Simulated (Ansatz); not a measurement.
C:
Space group Ibam (No. 72); a = 2.6457 Å, b = 5.5218 Å, c = 4.6450 Å, α = 90.00°, β = 90.00°, γ = 90.00°

```
atom  site  symmetry       x       y       z
----  ----  --------  ------  ------  ------
C       8j       ..m  0.1771  0.1701  0.0000
C       4a       222  0.0000  0.0000  0.2500
```
(The calculation used a cell of 6 atoms; values per cell refer to that cell.)

Relaxed with PBEsol.

Question: Give the optical modes at the zone centre with their infrared activity from DFPT, DFT-PBEsol in the program Ansatz with PAW potentials.

Answer: Transverse frequencies, without the LO–TO term; a row sums one degenerate level.

```
ω (cm⁻¹)  degeneracy  IR ((D/Å)²/amu)     activity  symmetry
--------  ----------  ---------------  -----------  --------
619                1             0.00  IR-inactive       B2g
670                1             0.00  IR-inactive        Ag
682                1             0.00  IR-inactive       B1g
741                1             0.00  IR-inactive       B3g
907                1             0.18           IR       B3u
982                1             1.85           IR       B2u
992                1             0.00  IR-inactive       B3g
1009               1             0.00  IR-inactive       B1g
1046               1             0.00  IR-inactive       B2g
1073               1             0.41           IR       B3u
1112               1             0.04           IR       B1u
1114               1             0.00  IR-inactive        Au
1118               1             0.09           IR       B2u
1183               1             0.00  IR-inactive        Ag
1233               1             0.00  IR-inactive       B1g
```

Question: How high does the top mode go among those that the LO–TO term moves?

Answer: 1075 cm⁻¹ for q along x, 989 cm⁻¹ for q along y.

The start of the workflow was typed in or built on a structure type; neither database checked (COD, Materials Project) lists it. It is not the phase usual at ambient conditions (space group No. 194, 227). The PBEsol relaxation kept the symmetry of its start; whether a distortion lowers the energy is not shown. The volume moved by 18 % from the start of the relaxation.

Potentials: the later of the program's two PAW sets.
